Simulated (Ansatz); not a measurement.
Si₃Ge:
```
CELL_PARAMETERS angstrom
      3.88587     0.00000     0.00000
      0.00000     3.88587     0.00000
      0.00000     0.00000     5.48828
ATOMIC_POSITIONS crystal
  Si 0.50000 0.00000 0.75485
  Si 0.00000 0.00000 0.00000
  Si 0.00000 0.50000 0.24515
  Ge 0.50000 0.50000 0.50000
```

Relaxed with r²SCAN. Special points in fractions of this cell's reciprocal vectors: Γ (0.000, 0.000, 0.000); X (0.000, 0.500, 0.000); M (0.500, 0.500, 0.000); Z (0.000, 0.000, 0.500); R (0.000, 0.500, 0.500); A (0.500, 0.500, 0.500).

Task: List the band energies nearest the valence-band maximum at these points for r²SCAN with spin–orbit coupling in the plane-wave PAW code Ansatz.

Result: In eV from the valence-band maximum; about four levels below and three above (degenerate sets whole), none deeper than 8.9 eV; points with the same levels are listed once.

```tsv
k	below	above
Γ	-0.02 -0.02 0.00 0.00	0.81 0.81 0.98 0.98
X	-1.64 -1.64 -1.38 -1.38	2.41 2.41 2.79 2.79
M	-3.09 -3.09 -3.04 -3.04	0.53 0.53 0.98 0.98
Z	-2.00 -2.00 -1.92 -1.92	1.06 1.06 1.40 1.40
R	-1.35 -1.35 -1.20 -1.20	1.23 1.23 1.71 1.71
A	-4.07 -4.07 -4.01 -4.01	4.46 4.46 4.67 4.67 4.67 4.67
```

Space group P-4m2. The start of the workflow was typed in or built on a structure type; neither database checked (COD, Materials Project) lists it. Its standing as an ambient phase is unchecked. The r²SCAN relaxation kept the symmetry of its start; whether a distortion lowers the energy is not shown.

Potentials: the earlier of the program's two PAW sets.
